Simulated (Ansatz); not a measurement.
Li2ZrO3:
Space group C2/c (No. 15); a = 5.3699 Å, b = 9.0343 Å, c = 5.3961 Å, α = γ = 90.00°, β = 112.02°

```json
[
 {"atom": "Li", "site": "4e", "symmetry": "2", "x": "0.0000", "y": "0.2586", "z": "0.2500"},
 {"atom": "Li", "site": "4e", "symmetry": "2", "x": "0.0000", "y": "0.5750", "z": "0.2500"},
 {"atom": "Zr", "site": "4e", "symmetry": "2", "x": "0.0000", "y": "0.0913", "z": "0.7500"},
 {"atom": "O", "site": "4c", "symmetry": "-1", "x": "0.2500", "y": "0.2500", "z": "0.0000"},
 {"atom": "O", "site": "8f", "symmetry": "1", "x": "0.2309", "y": "0.0757", "z": "0.5127"}
]
```
(The calculation used a cell of 12 atoms; values per cell refer to that cell.)

Relaxed with r²SCAN.

Q: Which orbitals make up the states near the band edges in r²SCAN (plane waves, PAW; program Ansatz)?

A: Top 1 eV of the valence band: O 2p 95 %. Bottom 1 eV of the conduction band: Zr 4d 82 %, O 2p 15 %. Projections are on Löwdin-orthogonalised atomic valence shells; empty p or d shells of many metals are not among them.

Q: Tabulate the density of states.

A: States/eV per cell of 12 atoms, in 0.25 eV bins, energy from the valence-band maximum.

| E (eV) | total | O 2p | Zr 4d | Li 2s |
|---|---|---|---|---|
| -3.95 | 0.00 | 0.00 | 0.00 | 0.00 |
| -3.70 | 5.14 | 3.43 | 1.36 | 0.23 |
| -3.45 | 9.19 | 6.43 | 2.10 | 0.34 |
| -3.20 | 12.32 | 8.92 | 2.55 | 0.25 |
| -2.95 | 8.66 | 6.50 | 1.54 | 0.21 |
| -2.70 | 10.08 | 7.88 | 1.58 | 0.19 |
| -2.45 | 8.73 | 6.92 | 1.27 | 0.11 |
| -2.20 | 7.97 | 6.43 | 1.02 | 0.10 |
| -1.95 | 7.07 | 5.86 | 0.78 | 0.08 |
| -1.70 | 7.38 | 6.29 | 0.65 | 0.09 |
| -1.45 | 8.35 | 7.33 | 0.54 | 0.11 |
| -1.20 | 10.48 | 9.44 | 0.52 | 0.11 |
| -0.95 | 10.99 | 10.18 | 0.33 | 0.09 |
| -0.70 | 13.29 | 12.53 | 0.27 | 0.07 |
| -0.45 | 13.06 | 12.49 | 0.16 | 0.04 |
| -0.20 | 11.11 | 10.75 | 0.09 | 0.02 |
| 0.05 | 0.18 | 0.18 | 0.00 | 0.00 |
| 0.30 | 0.00 | 0.00 | 0.00 | 0.00 |
| 0.55 | 0.00 | 0.00 | 0.00 | 0.00 |
| 0.80 | 0.00 | 0.00 | 0.00 | 0.00 |
| 1.05 | 0.00 | 0.00 | 0.00 | 0.00 |
| 1.30 | 0.00 | 0.00 | 0.00 | 0.00 |
| 1.55 | 0.00 | 0.00 | 0.00 | 0.00 |
| 1.80 | 0.00 | 0.00 | 0.00 | 0.00 |
| 2.05 | 0.00 | 0.00 | 0.00 | 0.00 |
| 2.30 | 0.00 | 0.00 | 0.00 | 0.00 |
| 2.55 | 0.00 | 0.00 | 0.00 | 0.00 |
| 2.80 | 0.00 | 0.00 | 0.00 | 0.00 |
| 3.05 | 0.00 | 0.00 | 0.00 | 0.00 |
| 3.30 | 0.00 | 0.00 | 0.00 | 0.00 |
| 3.55 | 0.00 | 0.00 | 0.00 | 0.00 |
| 3.80 | 0.00 | 0.00 | 0.00 | 0.00 |
| 4.05 | 0.00 | 0.00 | 0.00 | 0.00 |
| 4.30 | 0.00 | 0.00 | 0.00 | 0.00 |
| 4.55 | 0.16 | 0.01 | 0.14 | 0.00 |
| 4.80 | 1.43 | 0.16 | 1.22 | 0.01 |
| 5.05 | 2.55 | 0.36 | 2.10 | 0.02 |
| 5.30 | 4.84 | 0.75 | 3.91 | 0.05 |
| 5.55 | 6.21 | 0.98 | 5.02 | 0.06 |
| 5.80 | 5.97 | 1.04 | 4.74 | 0.07 |
| 6.05 | 3.09 | 0.56 | 2.43 | 0.04 |
| 6.30 | 4.51 | 0.75 | 3.59 | 0.07 |
| 6.55 | 5.99 | 1.04 | 4.73 | 0.09 |
| 6.80 | 6.80 | 1.23 | 5.28 | 0.13 |
| 7.05 | 4.62 | 0.83 | 3.60 | 0.09 |
| 7.30 | 1.88 | 0.33 | 1.43 | 0.06 |
| 7.55 | 0.21 | 0.01 | 0.00 | 0.08 |
| 7.80 | 0.39 | 0.02 | 0.01 | 0.15 |
| 8.05 | 0.63 | 0.04 | 0.05 | 0.23 |
| 8.30 | 1.15 | 0.09 | 0.17 | 0.37 |
| 8.55 | 3.25 | 0.23 | 1.04 | 0.73 |
| 8.80 | 4.97 | 0.39 | 2.13 | 0.74 |
| 9.05 | 5.44 | 0.48 | 2.58 | 0.66 |
| 9.30 | 5.60 | 0.56 | 2.18 | 0.74 |

The workflow started from a Materials Project entry (that database holds measured and hypothetical structures alike); the Crystallography Open Database files this formula in space group No. 15, but the cells were not matched. Whether it is the stable phase at ambient conditions was not checked. The r²SCAN relaxation kept the symmetry of its start; whether a distortion lowers the energy is not shown. The run is not spin-polarised. Spin–orbit coupling is left out wherever it is not named.

Potentials: the later of the program's two PAW sets.
